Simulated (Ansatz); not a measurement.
## Ba2CoAg2Se2O2: all-electron results

```
CELL_PARAMETERS angstrom
-2.11162 2.11162 10.01795
2.11162 -2.11162 10.01795
2.11162 2.11162 -10.01795
ATOMIC_POSITIONS crystal
Ba 0.41181 0.41181 0.00000
Ba 0.58819 0.58819 0.00000
Co 0.00000 0.00000 0.00000
Ag 0.75000 0.25000 0.50000
Ag 0.25000 0.75000 0.50000
Se 0.16254 0.16254 0.00000
Se 0.83746 0.83746 0.00000
O 0.50000 0.00000 0.50000
O 0.00000 0.50000 0.50000
```

Atoms are numbered in the order listed.

Conventional cell: a = 4.223 Å, b = 4.223 Å, c = 20.036 Å, α = 90.00°, β = 90.00°, γ = 90.00°. Ba (atom 1) is surrounded by 4 O at 2.75 Å. Co (atom 3) is surrounded by 4 O at 2.11 Å. Ag (atom 4) has 4 Se at 2.74 Å and 4 Ag at 2.99 Å as nearest neighbours. Se (atom 6) has 4 Ag at 2.74 Å as nearest neighbours. Around O (atom 8) lie 2 Co at 2.11 Å.

The cell comes from COD entry 4338064, which wasn't checked; take it as a given geometry.

Semilocal functionals without U often leave such compounds metallic or with too small a gap, and the real magnetic order may differ.

Other magnetic orders may lie lower; this is the state that the run reached.

No spin–orbit coupling, which matters for the heavy atoms here.

Methods: DFT, LDA, all-electron LAPW, scalar-relativistic (Ansatz 0.2.0); DFT, LDA, PAW with Ansatz's default frozen-core files, scalar-relativistic (Ansatz 0.2.0); DFT, LDA, all-electron PAW with datasets made for the crystal, scalar-relativistic (Ansatz 0.2.0).

For LAPW: a Γ-centred 11×11×11 k mesh, Fermi–Dirac smearing of 0.08 eV, basis error target 1 meV/atom, spin-polarised from start moments Co3 2 μB. PAW takes a cutoff of 420 eV at this cell (files made with PBE, cores remade for this functional). The crystal-made all-electron datasets (AE datasets) take a cutoff of 360 eV at this cell. The Ansatz runs share mesh, smearing and spin set-up. Values come from LAPW unless marked.

| Quantity | Value |
| --- | --- |
| Largest force | 0.228 eV/Å on Ba1 |
| Band gap | none: bands cross the Fermi level, a metal |
| Density of states at the Fermi level (0.2 eV bin) | 5.70 states/eV per cell |
| Contact hyperfine fields (crystal-made datasets) | Ba1 -0.2, Co3 -6.6, Ag4 -3.2, Se6 -3.0, O8 6.2 T, core polarisation included, positive along the moment of the spin-up electrons |
| Bader charges (from the PAW run) | Ba1 +1.41, Co3 +0.93, Ag4 +0.13, Se6 -0.78, O8 -1.22 e |
| Löwdin charges (with 1.09 e of the cell spilling out of the atomic basis, so their sizes and signs hang on that basis) | Ba1 1.66, Co3 0.89, Ag4 0.44, Se6 -0.92, O8 -1.09 e |
| Moment of the cell | 2.53 μB |
| Volume per atom | 19.85 Å³ |

Question: Predict this quantity. Moments in the spheres.

Answer: Ba1 0.00, Co3 2.16, Ag4 0.01, Se6 0.02, O8 0.14 μB.

Question: Give the computed value. Stress xx, yy, zz (compression positive).

Answer: -8.34, -8.34, -4.23 GPa.

Question: Pressure at this cell: what does the calculation give?

Answer: -6.97 GPa.
